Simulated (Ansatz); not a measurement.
Computed with DFT PBE, scalar-relativistic, plane waves, PAW in Ansatz. Settings: cutoff 420 eV, Γ-centred meshes spaced at most about 0.3 Å⁻¹, and about 0.25 Å⁻¹ or finer for metals (2π included), Gaussian smearing. No spin polarisation in the final relaxations.

Temperature and zero-point effects are left out.

Two relaxed structures of GaAs5:

A.

```cif
data_structure
_symmetry_space_group_name_H-M 'P4/mmm'
_symmetry_Int_Tables_number 123
_cell_length_a 6.2450
_cell_length_b 6.2450
_cell_length_c 4.9176
_cell_angle_alpha 90.000
_cell_angle_beta 90.000
_cell_angle_gamma 90.000
_cell_volume 191.79
loop_
_atom_site_label
_atom_site_type_symbol
_atom_site_symmetry_multiplicity
_atom_site_Wyckoff_symbol
_atom_site_fract_x
_atom_site_fract_y
_atom_site_fract_z
_atom_site_occupancy
Ga1 Ga 1 a 0.00000 0.00000 0.00000 1
As1 As 4 j 0.30649 0.30649 0.00000 1
As2 As 1 b 0.00000 0.00000 0.50000 1
```

B.

```cif
data_structure
_symmetry_space_group_name_H-M 'P-62m'
_symmetry_Int_Tables_number 189
_cell_length_a 5.1847
_cell_length_b 5.1847
_cell_length_c 5.1556
_cell_angle_alpha 90.000
_cell_angle_beta 90.000
_cell_angle_gamma 120.000
_cell_volume 120.02
loop_
_atom_site_label
_atom_site_type_symbol
_atom_site_symmetry_multiplicity
_atom_site_Wyckoff_symbol
_atom_site_fract_x
_atom_site_fract_y
_atom_site_fract_z
_atom_site_occupancy
Ga1 Ga 1 b 0.00000 0.00000 0.50000 1
As1 As 3 f 0.00000 0.71387 0.00000 1
As2 As 2 d 0.33333 0.66667 0.50000 1
```

Question: Which form is favoured at zero pressure, and by what margin per atom?

Answer: B is lower, by 223 meV/atom. A has space group P4/mmm (No. 123), 32.0 Å³/atom and no gap on its mesh; B has Ga and As ordered on hcp sites, space group P-62m (No. 189), 20.0 Å³/atom and no gap. Counting As atoms around Ga (those within 1.25 times the shortest such distance or 1.15 times the sum of covalent radii; a plus sign parts nearer from farther groups; the shortest distance is added where it is long for a bond), A has Ga 2+4 and B has Ga 12 from 3.0 Å. A and B both hold As–As units of three or more atoms. The denser one is the lower, and pressure would at first widen the difference. Even the lower one lies +0.36 eV/atom against the reference forms of the elements (uncorrected), so neither is stable at this level. Both come from invented guesses. A third cell relaxed alike, in P6/mmm, lies 63 meV/atom below the lower of the two.

Cells relaxed within their symmetry can be saddle points.
